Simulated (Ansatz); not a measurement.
In PBEsol (plane waves, PAW; program Ansatz), CsSnBr3 in the cubic perovskite structure (Pm-3m) relaxes to a = 5.753 Å. Cs has 12 nearest neighbours from 4.07 Å (cuboctahedral); Sn has 6 nearest neighbours from 2.88 Å (octahedral). Its formation energy from the elements is -1.22 eV/atom, with no fitted shifts.

Electronic character: no gap, with almost no states at the Fermi level (zero-gap or semimetallic). The screened hybrid HSE06 puts the gap at 0.58 eV (a hybrid on a coarse mesh can open a false gap in a semimetal). Gap from PBEsol with spin–orbit coupling: none (metallic).

The bulk modulus is 22.2 GPa. The relaxed-ion elastic constants in GPa are C11 = 53.4, C12 = 7.2, C44 = 4.9. The elastic constants imply a Debye temperature near 149 K.

The cell was relaxed with PBEsol under the symmetry of its start. As this level gives no gap, shear constants depend on the k-mesh and smearing (Fermi–Dirac, 0.1 eV here). The references are the lowest solids computed at this level, not always the standard phases. Scalar-relativistic: spin–orbit coupling is off unless named, which matters more the heavier the elements.

Potentials: the later of the program's two PAW sets.
